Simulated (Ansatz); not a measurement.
Molecular dynamics on a 1×1×1 supercell (4 atoms) of AuSb3 (Im-3m), relaxed with r2SCAN. Forces come from r2SCAN in Ansatz 0.2.0: a Nosé-Hoover thermostat at fixed volume, 200 K, steps of 1.5 fs. Classical nuclei, no spin polarisation; a few dozen steps show the first response, not equilibrium.

```yaml
crystal:
  lattice:
    - [-2.9556054076, 2.9556054076, 2.9556054076]
    - [2.9556054076, -2.9556054076, 2.9556054076]
    - [2.9556054076, 2.9556054076, -2.9556054076]
  atoms:
    - { symbol: Sb, position: [0.0, 0.5, 0.5] }
    - { symbol: Sb, position: [0.5, 0.0, 0.5] }
    - { symbol: Sb, position: [0.5, 0.5, 0.0] }
    - { symbol: Au, position: [0.0, 0.0, 0.0] }
kpoints:
  mp_grid: { grid: [4, 4, 4] }
hamiltonian:
  xc: r2scan
scf:
  occupations: { method: fermi_dirac, width: 0.02 }
md:
  ensemble: nvt_nose_hoover
  temperature: 200
  timestep: 1.5
  n_steps: 20
  initial_velocities: maxwell_boltzmann
  seed: 2660
```

Command: `ansatz run input.yaml --threads 4 --pin off --max-ram 3686MiB --backend cpu --events-out ev --progress --plain --runs-dir out`.

Task: What wall time did it need on 4 threads of Arm Neoverse V1, with other jobs on the host, and what peak of host memory did it reach?

Result: About 100 s, with a peak of 0.76 GiB.

| step | t (fs) | T (K) | free energy F from step 0 (meV/atom) | kinetic energy (meV/atom) | largest force (eV/Å) |
| --- | --- | --- | --- | --- | --- |
| 0 | 0 | 200 | 0.0 | 19.4 | 0.00 |
| 1 | 1.5 | 200 | 0.0 | 19.4 | 0.01 |
| 2 | 3 | 200 | 0.0 | 19.4 | 0.02 |
| 3 | 4.5 | 199 | 0.1 | 19.3 | 0.03 |
| 4 | 6 | 199 | 0.1 | 19.3 | 0.04 |
| 5 | 7.5 | 198 | 0.2 | 19.2 | 0.05 |
| 6 | 9 | 197 | 0.3 | 19.1 | 0.06 |
| 7 | 10.5 | 196 | 0.4 | 19.0 | 0.07 |
| 8 | 12 | 195 | 0.5 | 18.9 | 0.08 |
| 9 | 13.5 | 194 | 0.6 | 18.8 | 0.10 |
| 10 | 15 | 193 | 0.7 | 18.7 | 0.11 |
| 11 | 16.5 | 191 | 0.9 | 18.5 | 0.12 |
| 12 | 18 | 189 | 1.0 | 18.4 | 0.13 |
| 13 | 19.5 | 188 | 1.2 | 18.2 | 0.14 |
| 14 | 21 | 186 | 1.4 | 18.0 | 0.15 |
| 15 | 22.5 | 184 | 1.6 | 17.8 | 0.16 |
| 16 | 24 | 182 | 1.8 | 17.6 | 0.17 |
| 17 | 25.5 | 179 | 2.0 | 17.4 | 0.18 |
| 18 | 27 | 177 | 2.3 | 17.2 | 0.19 |
| 19 | 28.5 | 175 | 2.5 | 16.9 | 0.20 |
| 20 | 30 | 172 | 2.8 | 16.7 | 0.22 |

The temperature goes from 200 K to 172 K in 30 fs. By the last step the atoms have moved 0.05 Å in the root mean square, the drift of the whole cell taken out, 0.06 Å at most.

Positions (Å) and forces (eV/Å) at step 20:
```
Sb   2.923  -0.004  -0.004     0.065  -0.034  -0.007
Sb   0.012   2.909   0.000     0.059   0.097   0.044
Sb  -0.004   0.008   2.898    -0.054   0.054   0.130
Au   0.015   0.026   0.038    -0.070  -0.117  -0.167
```
